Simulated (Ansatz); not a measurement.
NaHO:
```cif
data_H2Na2O2
_chemical_formula_sum 'Na2 H2 O2'
_space_group_name_H-M_alt 'P 1'
_space_group_IT_number 1
_cell_length_a 3.49247
_cell_length_b 3.39321
_cell_length_c 5.09607
_cell_angle_alpha 90.000
_cell_angle_beta 106.144
_cell_angle_gamma 90.000
loop_
_space_group_symop_operation_xyz
  'x, y, z'
loop_
_atom_site_label
_atom_site_type_symbol
_atom_site_fract_x
_atom_site_fract_y
_atom_site_fract_z
_atom_site_occupancy
Na1 Na 0.16581 0.79659 0.29926 1
Na2 Na 0.83419 0.29659 0.70074 1
H1 H 0.46044 0.93726 0.93330 1
H2 H 0.53956 0.43726 0.06670 1
O1 O 0.34406 0.76610 0.77324 1
O2 O 0.65594 0.26610 0.22676 1
```

Relaxed with PBEsol. PBEsol (plane waves, PAW; program Ansatz) gives a gap of 3.63 eV.

What gap does HSE06 give on the same cell (Ansatz, PAW)?

5.48 eV, 1.85 eV more. The hybrid was solved on a coarser mesh and at special points; the gap given is the minimum over both.

Cost on shared cores: the PBEsol run (SCF on a 8×8×6 mesh, then bands and DOS) roughly 70 core-seconds, the HSE06 run (SCF on 5×5×4, then a few points) very roughly 70 core-seconds; the tasks are unlike.

Space group P2_1. The first step of the workflow began from a Materials Project structure, measured or hypothetical; the Crystallography Open Database copy checked does not list it. COD files the formula under space group No. 11. Whether it is the stable phase at ambient conditions was not checked. The cell was relaxed with PBEsol under the symmetry of its start; whether a distortion lowers the energy is not shown.

Potentials: the later of the program's two PAW sets.
